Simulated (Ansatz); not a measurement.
## Ansatz 0.2.0, relaxation: Si₂H₂Br₇

input.yaml:

```yaml
crystal:
  lattice:
    - [4.154503, 5.429028, 0.0]
    - [4.154503, -5.429028, 0.0]
    - [1.322311, 0.0, -5.834308]
  atoms:
    - { symbol: Br, position: [0.3934, 0.0782, 0.7863] }
    - { symbol: Br, position: [0.9218, 0.6066, 0.2137] }
    - { symbol: Br, position: [0.6066, 0.9218, 0.2137] }
    - { symbol: Br, position: [0.0782, 0.3934, 0.7863] }
    - { symbol: Br, position: [0.0, 0.0, 0.5] }
    - { symbol: Br, position: [0.3934, 0.3934, 0.2792] }
    - { symbol: Br, position: [0.6066, 0.6066, 0.7208] }
    - { symbol: H, position: [0.30944, 0.69056, 0.0] }
    - { symbol: H, position: [0.69056, 0.30944, 0.0] }
    - { symbol: Si, position: [0.22379, 0.22379, 0.59156] }
    - { symbol: Si, position: [0.77621, 0.77621, 0.40844] }
  symmetry: { tolerance: 0.0003 }
kpoints:
  mp_grid: { grid: [3, 3, 4], shift: [0, 0, 0] }
magnetization:
  spin_polarized: false
scf:
  occupations: { method: gaussian, width: 0.0683 }
  lower_state_search: "off"
hamiltonian:
  pseudopotentials: { kind: paw }
  xc: pbesol
basis:
  ecutwfc: 420
  fft_grid_basis: typed
relax:
  max_steps: 80
  cell: { p_target: 0.0 }
output:
  forces: true
  stress: true
  eigenvalues: true
  bader: false
  populations: true
  elf: true
  write_potential: true
  volumetric_format: npy
  dos:
    e_range: [-12, 8]
    de: 0.05
    projected: { site_lists: { Br: [Br], H: [H], Si: [Si] } }
  write_density: true
checkpoint:
  read: saved_state
```

Run with:

```bash
ansatz run input.yaml --threads 2 --pin off --max-ram 3584MiB --backend cpu --events-out ev --progress --plain --runs-dir out
```

Origin of the cell: a known structure type with other elements, at an estimated volume, so it need not be a known compound.

The saved state is a converged single point of the same cell.

Steps («new basis» is an SCF on plane waves selected anew at the same cell):

```tsv
step	ΔF (meV/atom)	max force component (eV/Å)	P (GPa)	volume (Å³)	SCF iterations	step was
1	0.0	3.938	12.60	263.18	8	accepted
2	-233.6	0.767	3.28	289.01	8	accepted
3	-264.6	0.339	0.82	314.57	8	accepted
4	-274.7	0.286	-0.45	327.10	9	accepted
5	-292.8	0.323	-0.65	330.52	9	accepted
6	-312.8	0.506	-0.07	325.88	9	accepted
7	-336.5	0.707	0.41	324.31	10	accepted
8	-361.8	0.765	0.91	324.66	10	accepted
9	-403.1	0.868	1.47	329.36	7	accepted
10	-450.6	0.919	1.00	336.16	6	accepted
11	-527.0	2.465	0.03	347.58	7	accepted
12	-569.3	7.891	-0.52	362.19	8	accepted
13	-653.3	3.259	-1.81	376.06	10	accepted
14	-714.6	1.489	-0.87	385.93	10	accepted
15	-719.0	1.319	-0.59	384.50	8	accepted
16	-726.2	0.076	0.06	383.58	9	accepted
17	-726.6	0.217	0.06	385.50	8	accepted
18	-726.9	0.119	-0.01	389.11	6	accepted
19	-727.0	0.011	0.01	387.71	6	accepted
20	-727.0	0.007	0.00	388.72	9	accepted
21	-727.0	0.007	-0.01	389.28	10	accepted
22	-745.4	0.055	0.58	389.28	10	new basis
23	-752.5	0.088	0.27	405.34	9	accepted
24	-756.5	0.070	0.21	422.38	9	accepted
25	-756.5	0.226	-0.20	436.56	9	accepted
26	-757.3	0.040	-0.02	435.19	7	accepted
27	-757.5	0.024	-0.01	437.10	8	accepted
28	-757.6	0.003	0.00	440.28	9	accepted
29	-757.5	0.013	0.01	445.10	11	accepted
30	-757.5	0.008	0.00	446.86	8	accepted
31	-758.9	0.008	0.01	446.86	8	new basis
32	-758.9	0.002	0.01	451.32	9	accepted
33	-758.9	0.016	0.01	458.44	10	accepted
34	-758.8	0.039	0.01	463.29	9	rejected
35	-758.9	0.006	0.00	460.14	11	accepted
36	-759.1	0.006	-0.01	460.14	5	new basis
```

The starting structure.

Space group C2/m (No. 12); the run's cell has a = 6.836 Å, b = 6.836 Å, c = 5.982 Å, α = 82.28°, β = 82.28°, γ = 105.15°. Shortest distances: Br–Si 2.05 Å, Br–H 2.66 Å, Br–Br 3.24 Å.

The relaxed structure.

Space group C2/m (No. 12); the run's cell has a = 8.084 Å, b = 8.084 Å, c = 7.063 Å, α = 87.02°, β = 87.02°, γ = 91.68°. Shortest distances: H–H 0.76 Å, Br–Si 2.21 Å, Br–Br 3.41 Å.

```yaml
crystal:
  lattice:
    - [5.61192, 5.79949, 0.47517]
    - [5.61192, -5.79949, 0.47517]
    - [1.11889, 0.00000, -6.97429]
  atoms:
    - { symbol: Br, position: [0.33652, 0.02289, 0.85836] }
    - { symbol: Br, position: [0.97711, 0.66348, 0.14164] }
    - { symbol: Br, position: [0.66348, 0.97711, 0.14164] }
    - { symbol: Br, position: [0.02289, 0.33652, 0.85836] }
    - { symbol: Br, position: [0.00000, 0.00000, 0.50000] }
    - { symbol: Br, position: [0.33978, 0.33978, 0.47614] }
    - { symbol: Br, position: [0.66022, 0.66022, 0.52386] }
    - { symbol: H, position: [0.46727, 0.53273, 0.00000] }
    - { symbol: H, position: [0.53273, 0.46727, 0.00000] }
    - { symbol: Si, position: [0.18027, 0.18027, 0.67879] }
    - { symbol: Si, position: [0.81973, 0.81973, 0.32121] }
```

```
Free energy lowered by                                                                 : 759.1 meV/atom
Volume change                                                                          : 74.84 %
Final pressure                                                                         : -0.01 GPa
Relaxation steps listed                                                                : 36
Formation energy (elements under the same functional, gases as molecules, uncorrected) : -0.487 eV/atom
```

Caveats: no moments, though an odd count or open d shells may carry them; the exchange-correlation potential is rough where the density is thin; the k mesh is coarse if the cell is a metal; the relaxation held the start's symmetry, so the end may be a saddle point.

It ran for 5.6 min on 2 threads of Arm Neoverse V1 (shared host), peak memory 0.73 GiB, from a saved density.
